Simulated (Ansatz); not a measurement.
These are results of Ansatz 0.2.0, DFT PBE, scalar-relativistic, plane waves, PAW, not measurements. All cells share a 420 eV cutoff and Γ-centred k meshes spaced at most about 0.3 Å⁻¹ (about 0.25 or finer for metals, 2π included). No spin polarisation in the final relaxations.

These are static total energies at zero pressure. All come from trial cells, and lower structures may exist.

Question: Which of these relaxed structures of Hf₄Br is the lowest in energy?
A.

```cif
data_structure
_symmetry_space_group_name_H-M 'P4/mmm'
_symmetry_Int_Tables_number 123
_cell_length_a 3.6688
_cell_length_b 3.6688
_cell_length_c 9.3863
_cell_angle_alpha 90.000
_cell_angle_beta 90.000
_cell_angle_gamma 90.000
_cell_volume 126.34
loop_
_atom_site_label
_atom_site_type_symbol
_atom_site_symmetry_multiplicity
_atom_site_Wyckoff_symbol
_atom_site_fract_x
_atom_site_fract_y
_atom_site_fract_z
_atom_site_occupancy
Hf1 Hf 1 b 0.00000 0.00000 0.50000 1
Hf2 Hf 1 c 0.50000 0.50000 0.00000 1
Hf3 Hf 2 h 0.50000 0.50000 0.67140 1
Br1 Br 1 a 0.00000 0.00000 0.00000 1
```

B.

```cif
data_structure
_symmetry_space_group_name_H-M 'R-3m:H'
_symmetry_Int_Tables_number 166
_cell_length_a 5.9834
_cell_length_b 5.9834
_cell_length_c 14.3713
_cell_angle_alpha 90.000
_cell_angle_beta 90.000
_cell_angle_gamma 120.000
_cell_volume 445.57
loop_
_atom_site_label
_atom_site_type_symbol
_atom_site_symmetry_multiplicity
_atom_site_Wyckoff_symbol
_atom_site_fract_x
_atom_site_fract_y
_atom_site_fract_z
_atom_site_occupancy
Hf1 Hf 3 b 0.33333 0.66667 0.16667 1
Hf2 Hf 9 e 0.16667 0.33333 0.33333 1
Br1 Br 3 a 0.00000 0.00000 0.00000 1
```

C.

```cif
data_structure
_symmetry_space_group_name_H-M 'Im-3m'
_symmetry_Int_Tables_number 229
_cell_length_a 6.2342
_cell_length_b 6.2342
_cell_length_c 6.2342
_cell_angle_alpha 90.000
_cell_angle_beta 90.000
_cell_angle_gamma 90.000
_cell_volume 242.29
loop_
_atom_site_label
_atom_site_type_symbol
_atom_site_symmetry_multiplicity
_atom_site_Wyckoff_symbol
_atom_site_fract_x
_atom_site_fract_y
_atom_site_fract_z
_atom_site_occupancy
Hf1 Hf 8 c 0.25000 0.25000 0.75000 1
Br1 Br 2 a 0.00000 0.00000 0.00000 1
```

D.

```cif
data_structure
_symmetry_space_group_name_H-M 'Cmmm'
_symmetry_Int_Tables_number 65
_cell_length_a 8.2665
_cell_length_b 8.5261
_cell_length_c 3.3095
_cell_angle_alpha 90.000
_cell_angle_beta 90.000
_cell_angle_gamma 90.000
_cell_volume 233.25
loop_
_atom_site_label
_atom_site_type_symbol
_atom_site_symmetry_multiplicity
_atom_site_Wyckoff_symbol
_atom_site_fract_x
_atom_site_fract_y
_atom_site_fract_z
_atom_site_occupancy
Hf1 Hf 4 j 0.50000 0.76676 0.50000 1
Hf2 Hf 4 g 0.31347 0.00000 0.00000 1
Br1 Br 2 a 0.00000 0.00000 0.00000 1
```

Answer: D. It has space group Cmmm (No. 65); the next, A, with space group P4/mmm (No. 123), lies 0.52 eV/atom higher. Counting Hf atoms around Br (those within 1.25 times the shortest such distance or 1.15 times the sum of covalent radii, 1.27 where that leaves under three), the lowest has Br 6 and the next has Br 4. Even the lowest lies +0.09 eV/atom against the elements.

These runs have no spin–orbit coupling, which can matter for Hf. A magnetic state wasn't ruled out in cells without spin, among them Cmmm, P4/mmm, R-3m. Cells relaxed within their symmetry can be saddle points. Some structure types and database cells were kept out of the candidates from the start, so a known form may be missing.
